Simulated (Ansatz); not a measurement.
AlN (wurtzite)

```xyz
4
Lattice="3.1303 0.0000 0.0000 -1.5651 2.7109 0.0000 0.0000 0.0000 5.0180" Properties=species:S:1:pos:R:3 pbc="T T T"
Al     1.5651     0.9036     0.0169
Al     0.0000     1.8073     2.5259
N      1.5651     0.9036     3.1203
N      0.0000     1.8073     0.6113
```

In each cell atom 1 (Al, nearest neighbour N at 1.903 Å; its periodic images, 3.1 Å or more away, move with it) moves by s·(0.000, 0.000, 1.000) (along Cartesian z), the rest being held.

Method: PBE (plane waves to 420 eV, PAW, scalar-relativistic; Ansatz, a program for electronic structure). k mesh 10×10×6 (Γ-centred), Fermi-Dirac smearing 0.05 eV. The energy includes the smearing's −TS. Stress and pressure are positive under compression. AlN was relaxed with its symmetry unable to fall. The zero of ΔE is the undisplaced structure.

Task: Estimate the ΔE (meV/cell) and P (GPa) for s (Å) = -0.190, -0.076, 0.038, 0.076, 0.114.

Result: 
```json
[
 {"s (Å)": "-0.190", "ΔE (meV/cell)": "467", "P (GPa)": "3.2"},
 {"s (Å)": "-0.076", "ΔE (meV/cell)": "64", "P (GPa)": "0.5"},
 {"s (Å)": "0.038", "ΔE (meV/cell)": "14", "P (GPa)": "0.0"},
 {"s (Å)": "0.076", "ΔE (meV/cell)": "53", "P (GPa)": "0.2"},
 {"s (Å)": "0.114", "ΔE (meV/cell)": "113", "P (GPa)": "0.5"}
]
```

(A displaced cell: forces are minus the slopes of the energy, force constants its curvatures, and phonons follow from these.)
